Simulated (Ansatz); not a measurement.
Method: DFT PBE, scalar-relativistic, plane waves, PAW, and for the lanthanide a 4f-in-core norm-conserving potential (Ansatz). All cells share a 660 eV cutoff and Γ-centred k meshes spaced about 0.3 Å⁻¹ or finer (0.25 for metals, 2π included). No spin polarisation.

A search over trial structures of PrHRh3 gave this relaxed cell.

```cif
data_structure
_symmetry_space_group_name_H-M 'R3m:H'
_symmetry_Int_Tables_number 160
_cell_length_a 5.9063
_cell_length_b 5.9063
_cell_length_c 7.2461
_cell_angle_alpha 90.000
_cell_angle_beta 90.000
_cell_angle_gamma 120.000
_cell_volume 218.91
loop_
_atom_site_label
_atom_site_type_symbol
_atom_site_symmetry_multiplicity
_atom_site_Wyckoff_symbol
_atom_site_fract_x
_atom_site_fract_y
_atom_site_fract_z
_atom_site_occupancy
Pr1 Pr 3 a 0.33333 0.66667 0.66152 1
H1 H 3 a 0.33333 0.66667 0.23632 1
Rh1 Rh 9 b 0.49676 0.50324 0.99638 1
```

Question: Is it a true minimum?

Answer: As far as tested, yes. The phonons on a 2×2×2 q mesh of the computed 5-atom cell show no imaginary mode. (Phonon run: 6×6×6 k mesh, Gaussian smearing of 0.10 eV.) The optical modes at Γ run from 82 to 708 cm⁻¹, and the highest mode on the mesh lies at 735 cm⁻¹. Around Pr lie 12 Rh at 2.95–2.97 Å, 1 H at 3.08 Å, 3 H at 3.47 Å, 3 H at 3.83 Å, 1 H at 4.17 Å and 6 Pr at 4.18 Å; H has 3 Rh at 1.87 Å, 3 Rh at 2.41 Å and 1 Pr at 3.08 Å; Rh has 1 H at 1.87 Å, 1 H at 2.41 Å, 8 Rh at 2.90–3.01 Å and 4 Pr at 2.95–2.97 Å.

Phonons of metals hang on the k mesh and the smearing.

The lanthanide is trivalent by construction, without f bands, f moments or other valences.
